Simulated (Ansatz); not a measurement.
**A run on VN2 that went wrong**

Intended: VN2, PBE, plane waves and PAW in Ansatz. The input:

```yaml
crystal:
  lattice:
    - [-2.15075, 2.15075, 2.49135]
    - [2.15075, -2.15075, 2.49135]
    - [2.15075, 2.15075, -2.49135]
  atoms:
    - { symbol: V, position: [0.2422886566, 0.2629714733, -0.0189876134] }
    - { symbol: V, position: [0.7734651845, 0.7089908518, 0.021379256] }
    - { symbol: "N", position: [0.1581823301, 0.6678367006, 0.7709041249] }
    - { symbol: "N", position: [0.5938544529, 0.8632981274, 0.4699136133] }
    - { symbol: "N", position: [0.8961503189, 0.3653022884, 0.2395390711] }
    - { symbol: "N", position: [0.3455760203, 0.0636080829, 0.5234175542] }
basis:
  ecutwfc: 420
kpoints:
  mp_grid: { grid: [6, 6, 6] }
hamiltonian:
  xc: pbe
scf:
  occupations: { method: gaussian, width: 0.1 }
output:
  forces: true
  stress: true
  eigenvalues: true
relax:
  adjacent_minimum: "off"
  f_tol: 0.005
  max_steps: 3
  cell: { stress_tol: 0.05 }
```

Command:

```bash
ansatz run input.yaml --threads 1 --pin off --max-ram 2560MiB --backend cpu --events-out ev --progress --plain --runs-dir out
```

The program printed (HF is the Harris–Foulkes energy, dr2 the density residual in eV):

```text
Space group: P1 (ITA 1), of the structure as read, at distance tolerance 3.6e-5 Å
k-points: 112 of 216 (time reversal used)
Initial density: superposition of atomic densities, corrected by the library's trained network
SCF iter   1: HF=-7360.775544 eV  Δρ=1.58e-2  dr2=5.52e-2
SCF iter   2: HF=-7360.767164 eV  Δρ=7.71e-3  dr2=1.46e-2
SCF iter   3: HF=-7360.766096 eV  Δρ=1.42e-3  dr2=7.51e-4
SCF iter   4: HF=-7360.766068 eV  Δρ=2.84e-4  dr2=3.40e-5
   ...
SCF 1 converged in 7 iterations: F = -7360.766066 eV  dr2 = 1.30e-8
relax step   1: F+E_penalty+E_count = -7360.76606567 eV  Δ(F+E_penalty+E_count) = +0.000e0 eV  max|allowed force component| = 4.206e0 eV/Å  Δτ_max = 0.0000 Å  P = +11.964 GPa  Ω = 46.097 Å³  (7 SCF iters, dr2 threshold 1.00e-7 eV, accepted)
Crystal: 6 atoms, lattice volume = 46.709 Å³
Basis set: ecut = 420 eV, 919 PW (Γ), exchange–correlation on 54×54×54 points (8 copies of the dense FFT grid, shifted against one another)
Initial density: handed on by an earlier stage of this run
SCF 2 converged in 7 iterations: F = -7361.929786 eV  dr2 = 1.03e-7
relax step   2: F+E_penalty+E_count = -7361.92978643 eV  Δ(F+E_penalty+E_count) = -1.164e0 eV  max|allowed force component| = 2.490e0 eV/Å  Δτ_max = 0.1209 Å  P = +0.863 GPa  Ω = 46.709 Å³  energy of the carried Pulay correction = -3.199e-3 eV  (7 SCF iters, dr2 threshold 6.00e-7 eV, accepted)
Crystal: 6 atoms, lattice volume = 45.327 Å³
SCF iter   9: HF=-7362.686795 eV  Δρ=1.95e-6  dr2=1.29e-9
SCF iter  10: HF=-7362.686795 eV  Δρ=5.79e-7  dr2=8.95e-11
SCF iter  11: F=-7362.686795 eV  HF=-7362.686795 eV  Δρ=1.57e-7  dr2=7.25e-12
SCF 3 converged in 11 iterations: F = -7362.686795 eV  dr2 = 7.25e-12
relax step   3: F+E_penalty+E_count = -7362.68679520 eV  Δ(F+E_penalty+E_count) = -7.570e-1 eV  max|allowed force component| = 2.493e-1 eV/Å  Δτ_max = 0.1467 Å  P = +5.979 GPa  Ω = 45.327 Å³  energy of the carried Pulay correction = +4.090e-3 eV  (11 SCF iters, accepted)
Step failed. What follows is not a result of the run: it is the report of the last solve that finished, which converged after 11 SCF iterations.
Free energy (F): -7362.686795 eV
E sigma→0 (E₀):  -7362.679782 eV
Entropy (-TS):   -0.014027 eV (-2.338 meV/atom)
Fermi energy:    17.680328 eV
--- Forces (eV/Å), atoms counted from 1 ---
  atom   1  V      0.02059512    -0.00228573     0.00269656
  atom   2  V     -0.01328094    -0.00322855     0.00120264
  atom   3  N      0.23568561     0.24328993    -0.00988998
  atom   4  N     -0.24232117     0.24770682     0.00786453
  atom   5  N     -0.23822628    -0.23615554    -0.02395989
  atom   6  N      0.23754688    -0.24932559     0.02208607
--- Stress (GPa, compression-positive) ---
        2.298999       0.619048       1.174873
        0.619048       2.596532       1.158412
        1.174873       1.158412      10.468893
  P = ⅓ Tr σ = 5.1215 GPa (51.215 kbar)
```

Task: Which fault does the input hold?
A. Two atoms' positions swapped
B. A cutoff far under the potentials' need
C. Fixed occupations on a metal
D. Starting moments far too small
E. A relaxation cut at too few steps

Result: E. Forces or stress still stood over their tolerances at the last step allowed. The cure is more steps.

The change to the input:

```diff
 relax:
-  max_steps: 3
+  max_steps: 100
```

The mended run converges, with a pressure of 0.01 GPa, no gap.

The mended run took 5.4 min on 1 thread of Intel(R) Xeon(R) Platinum 8259CL CPU @ 2.50GHz (Skylake/Cascade Lake) (shared host), peak memory 0.52 GiB.